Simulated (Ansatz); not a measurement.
An Ansatz (a quantum-chemistry and plane-wave program) run. Input:

Ansatz 0.2 input:
```yaml
crystal:
  lattice:
    - [3.9084847844, 0.0, 0.0]
    - [0.0, 3.9084847844, 0.0]
    - [0.0, 0.0, 3.9084847844]
  atoms:
    - { symbol: K, position: [0.5, 0.5, 0.5] }
    - { symbol: Mg, position: [0.0, 0.0, 0.0] }
    - { symbol: F, position: [0.5, 0.0, 0.0] }
    - { symbol: F, position: [0.0, 0.5, 0.0] }
    - { symbol: F, position: [0.0, 0.0, 0.5] }
kpoints:
  mp_grid: { grid: [7, 7, 7] }
hamiltonian:
  xc: lda
  pseudopotentials: { kind: paw }
scf:
  occupations: { method: fixed }
phonons:
  method: dfpt
  response_accuracy: low
  eigenvectors: true
  rigid_motions: translations
  dielectric: true
  raman: true
```

Output (shortened):

```
Pseudopotential: K, paw, valence charge 9
Pseudopotential: Mg, paw, valence charge 10
Pseudopotential: F, paw, valence charge 7
Functional definition: SPW92
Crystal: 5 atoms, lattice volume = 59.707 Å³
Basis set: ecut = 420 eV, 1189 PW (Γ), exchange–correlation on 54×54×54 points (8 copies of the dense FFT grid, shifted against one another)
Bands: 25, of which v1, the nominal top of the filled ones, is band 20 counted from 1 (19 counted from 0)
Symmetry: 48 space group operations
k-points: 100 of 343 (irreducible under 2 space group operations, time reversal used)
SCF iter   1: F=—  HF=-5787.699679 eV  |F-HF|=—  |Δ(HF+E_count)|=         —  Δρ=2.05e-2  dr2=1.71e-1  ethr=1.77e-3  ⟨swp⟩=4.3  Hψ=10560  notcnv=0  defer=148
preconditioner: auto → Resta (q_TF=auto, 2.552 Å⁻¹)
SCF iter   2: F=—  HF=-5787.644565 eV  |F-HF|=—  |Δ(HF+E_count)|=   5.51e-2  Δρ=5.38e-3  dr2=5.66e-3  ethr=4.28e-4  ⟨swp⟩=2.0  Hψ=4693  notcnv=0  defer=276
SCF iter   3: F=—  HF=-5787.642344 eV  |F-HF|=—  |Δ(HF+E_count)|=   2.22e-3  Δρ=2.32e-3  dr2=1.69e-3  ethr=1.41e-5  ⟨swp⟩=2.1  Hψ=4271  notcnv=0  defer=293
SCF iter   4: F=—  HF=-5787.641827 eV  |F-HF|=—  |Δ(HF+E_count)|=   5.17e-4  Δρ=3.37e-4  dr2=3.45e-5  ethr=4.24e-6  ⟨swp⟩=2.0  Hψ=3723  notcnv=0  defer=293
SCF iter   5: F=—  HF=-5787.641830 eV  |F-HF|=—  |Δ(HF+E_count)|=   3.20e-6  Δρ=5.18e-5  dr2=6.30e-7  ethr=8.62e-8  ⟨swp⟩=2.2  Hψ=2961  notcnv=0  defer=106
SCF iter   6: F=—  HF=-5787.641830 eV  |F-HF|=—  |Δ(HF+E_count)|=   1.48e-7  Δρ=8.74e-6  dr2=2.25e-8  ethr=1.58e-9  ⟨swp⟩=2.1  Hψ=3985  notcnv=0  defer=103
SCF iter   7: F=—  HF=-5787.641830 eV  |F-HF|=—  |Δ(HF+E_count)|=   4.22e-9  Δρ=1.31e-6  dr2=9.94e-10  ethr=5.61e-11  ⟨swp⟩=2.2  Hψ=3973  notcnv=0  defer=103
SCF iter   8: F=-5787.641830 eV  HF=-5787.641830 eV  |F-HF|=8.19e-12  |Δ(HF+E_count)|=  6.98e-10  Δρ=1.88e-7  dr2=2.41e-11  ethr=1.00e-12  ⟨swp⟩=11.0  Hψ=16024  notcnv=0
SCF 1 converged in 8 iterations: F = -5787.641830 eV  dr2 = 2.41e-11
NSCF: frozen V_eff on 7 k-points
DFPT response loops at Γ: preconditioner auto → none (the input reference at scf.mixing.eps_inf says where Resta's filter doesn't serve); β = 0.50 …
── the response to a field inside a basis, on 8×8×8 k-points: an SCF that follows is theirs, and a resumed run solves both again ──
Crystal: 5 atoms, lattice volume = 59.707 Å³
Bands: 21, of which v1, the nominal top of the filled ones, is band 20 counted from 1 (19 counted from 0)
k-points: 20 of 512
SCF iter   1: F=—  HF=-5787.635510 eV  |F-HF|=—  |Δ(HF+E_count)|=         —  Δρ=7.42e-4  dr2=6.76e-5  ethr=1.00e-1
preconditioner: auto → Resta (q_TF=auto, 2.552 Å⁻¹)
SCF iter   2: F=—  HF=-5787.635481 eV  |F-HF|=—  |Δ(HF+E_count)|=   2.91e-5  Δρ=2.49e-4  dr2=1.51e-5  ethr=1.69e-7
SCF iter   3: F=—  HF=-5787.635477 eV  |F-HF|=—  |Δ(HF+E_count)|=   3.91e-6  Δρ=1.25e-4  dr2=2.68e-6  ethr=3.78e-8
SCF iter   4: F=—  HF=-5787.635476 eV  |F-HF|=—  |Δ(HF+E_count)|=   9.60e-7  Δρ=5.48e-6  dr2=7.85e-9  ethr=6.69e-9
SCF iter   5: F=—  HF=-5787.635476 eV  |F-HF|=—  |Δ(HF+E_count)|=  5.77e-10  Δρ=8.06e-7  dr2=3.42e-10  ethr=1.96e-11
SCF iter   6: F=-5787.635476 eV  HF=-5787.635476 eV  |F-HF|=1.82e-11  |Δ(HF+E_count)|=  1.28e-10  Δρ=2.28e-7  dr2=3.87e-11  ethr=1.00e-12
SCF 1 converged in 6 iterations: F = -5787.635476 eV  dr2 = 3.87e-11
DFPT response loops at Γ: mixed as the last ones told, above
DFPT response loops at Γ: mixed as the last ones told, above
DFPT response loops at Γ: mixed as the last ones told, above
SCF converged after 8 iterations
Free energy (F): -5787.641830 eV
Harris-Foulkes:  -5787.641830 eV  (|F-HF|=8.19e-12)
Internal energy: -5787.641830 eV  (E = F + TS)
E sigma→0 (E₀):  -5787.641830 eV
Fermi energy:    2.965805 eV
--- Per-component energies (eV) ---
  E_band       = -486.196691
  E_kinetic    = 952.711755
  E_local      = -3647.256526  (includes V_loc(G=0)·N_el)
  E_nonlocal   = 338.606466
  E_hartree    = 1319.010874
  E_xc         = -399.255310
  E_vxc        = -508.479625  (∫ρ·V_xc dr)
  E_paw        = -1576.667834  (= ΣΔE_a)
  E_vpaw       = -259.806678  (= ΣTr[D̂ρ^β])
  E_aug_tail   = 0.005941  (compensation charges beyond the density's cutoff)
  E_ewald      = -2775.544930
  E_core_change = 0.747734  (= ΣΔE_core)
  E_smearing   =  0.000000  (= −TS)
  E_closure    = 0.000000  (closes the sum)
  Σ components = -5787.641830   (vs F -5787.641830, Δ=0.00e0)
  [band-id]    e_kinetic+e_local+e_nonlocal+2·e_hartree+e_vxc+e_vpaw+e_augmentation_tail = -486.196919   (vs E_band -486.196691, Δ=-2.28e-4)
--- Band table (eV; the first three rows and the last of 100) ---
  k-point 0: bands = ["-66.6260", "-34.0757", "-34.0757", "-34.0757", "-22.0967", "-16.8980", "-16.1242", "-16.1242", "-5.8098", "-5.8098", "-5.8098", "0.4238", "0.4238", "0.4238", "2.3005", "2.3005", "2.3005", "2.6813", "2.6813", "2.6813", "10.4460", …
  k-point 1: bands = ["-66.6260", "-34.0776", "-34.0757", "-34.0757", "-22.0882", "-16.8729", "-16.1538", "-16.1219", "-5.8009", "-5.7947", "-5.7947", "0.4355", "0.4443", "0.4443", "2.2429", "2.2522", "2.2522", "2.4607", "2.6335", "2.6335", "10.8242", …
  k-point 2: bands = ["-66.6260", "-34.0819", "-34.0755", "-34.0755", "-22.0690", "-16.8100", "-16.2269", "-16.1169", "-5.7812", "-5.7602", "-5.7602", "0.4910", "0.4910", "0.5010", "1.9577", "2.1152", "2.1454", "2.1454", "2.5264", "2.5264", "11.7791", …
  k-point 99: bands = ["-66.6259", "-34.0849", "-34.0849", "-34.0771", "-22.0199", "-16.4649", "-16.3251", "-16.2815", "-5.9205", "-5.9069", "-5.7387", "-0.4979", "0.7625", "1.1533", "1.5518", "1.6090", "1.7731", "2.3690", "2.3860", "2.9360", "13.9139", …
--- Phonons (Γ-DFPT): 4 representative perturbations + reference, on 100 of 343 k-points (Σ response iterations 12) ---
  ASR residual: 1.832e-4 → 0.000e0 eV/Å²; symmetrization residual: 3.747e-5 eV/Å²
  ASR residual per site (eV/Å²): 1.18e-4 7.12e-5 1.83e-4 1.83e-4 1.83e-4
  Γ frequencies (cm⁻¹): 0.00 0.00 0.00 155.79 155.79 155.79 186.38 186.38 186.38 285.92 285.92 285.92 512.94 512.94 512.94
  ε∞ (high-frequency dielectric tensor):
        2.160983     0.000000     0.000000
        0.000000     2.160983     0.000000
        0.000000     0.000000     2.160983
  ε⁰ (static dielectric tensor: ions relaxed, cell fixed):
        6.622230     0.000000     0.000000
        0.000000     6.622230     0.000000
        0.000000     0.000000     6.622230
  ε⁰ − ε∞ (ionic part):
        4.461247     0.000000     0.000000
        0.000000     4.461247     0.000000
        0.000000     0.000000     4.461247
  softest optical mode at Γ: 155.79 cm⁻¹; the repairs (sum rule, projections) moved no ω² at Γ by more than (3.27 cm⁻¹)²
  Born effective charges Z* (e; rows j = field, columns β = displacement):
    site 0:
         1.19436    0.00000    0.00000
         0.00000    1.19436    0.00000
         0.00000    0.00000    1.19436
    site 1:
         1.98520    0.00000    0.00000
         0.00000    1.98520    0.00000
         0.00000    0.00000    1.98520
    site 2:
        -1.24847    0.00000    0.00000
         0.00000   -0.96555    0.00000
         0.00000    0.00000   -0.96555
    site 3:
        -0.96555    0.00000    0.00000
         0.00000   -1.24847    0.00000
         0.00000    0.00000   -0.96555
    site 4:
        -0.96555    0.00000    0.00000
         0.00000   -0.96555    0.00000
         0.00000    0.00000   -1.24847
  Z* charge neutrality: 2.965e-5 e pre-enforcement
  k-mesh period / interband length: 27.4 Å / 0.86 Å = 31.77 at k = (0.0000, 0.0000, 0.0000), direct gap 7.765 eV — 14 or more, which is no proof of convergence
  Raman tensors (in the event stream and the table raman_tensors.tsv) …
  optical modes at Γ without the LO–TO term, one row a degenerate level:
      ω (cm⁻¹)  modes    IR ((D/Å)²/amu)  static Raman (Å⁴/amu)  depolarisation
        155.79      3             5.4066                 0.0000               —
        186.38      3             0.0000                 0.0000               —
        285.92      3             8.6319                 0.0000               —
        512.94      3            12.1805                 0.0000               —
  optical modes at Γ + LO–TO along q̂ = [1.0000, 0.0000, 0.0000]:
      ω (cm⁻¹)  modes    IR ((D/Å)²/amu)  static Raman (Å⁴/amu)  depolarisation
        155.79      2             3.6044                 0.0000               —
        186.38      3             0.0000                 0.0000               —
        192.11      1             0.2860                 0.0000               —
        285.92      2             5.7546                 0.0000               —
        349.72      1             1.7088                 0.0000               —
        512.94      2             8.1203                 0.0000               —
        595.30      1             6.7449                 0.0000               —
  optical modes at Γ + LO–TO along q̂ = [0.0000, 1.0000, 0.0000]:
      ω (cm⁻¹)  modes    IR ((D/Å)²/amu)  static Raman (Å⁴/amu)  depolarisation
        155.79      2             3.6044                 0.0000               —
        186.38      3             0.0000                 0.0000               —
        192.11      1             0.2860                 0.0000               —
        285.92      2             5.7546                 0.0000               —
        349.72      1             1.7088                 0.0000               —
        512.94      2             8.1203                 0.0000               —
        595.30      1             6.7449                 0.0000               —
  optical modes at Γ + LO–TO along q̂ = [0.0000, 0.0000, 1.0000]:
      ω (cm⁻¹)  modes    IR ((D/Å)²/amu)  static Raman (Å⁴/amu)  depolarisation
        155.79      2             3.6044                 0.0000               —
        186.38      3             0.0000                 0.0000               —
        192.11      1             0.2860                 0.0000               —
        285.92      2             5.7546                 0.0000               —
        349.72      1             1.7088                 0.0000               —
        512.94      2             8.1203                 0.0000               —
        595.30      1             6.7449                 0.0000               —
```

Cost: about 5 core-minutes (a rough figure) on shared cores.

Space group Pm-3m (cubic perovskite). The cell was relaxed with LDA under the symmetry of its start; phonons on a q-mesh show no instability.

Potentials: the later of the program's two PAW sets.

Ansatz is a plane-wave DFT program.
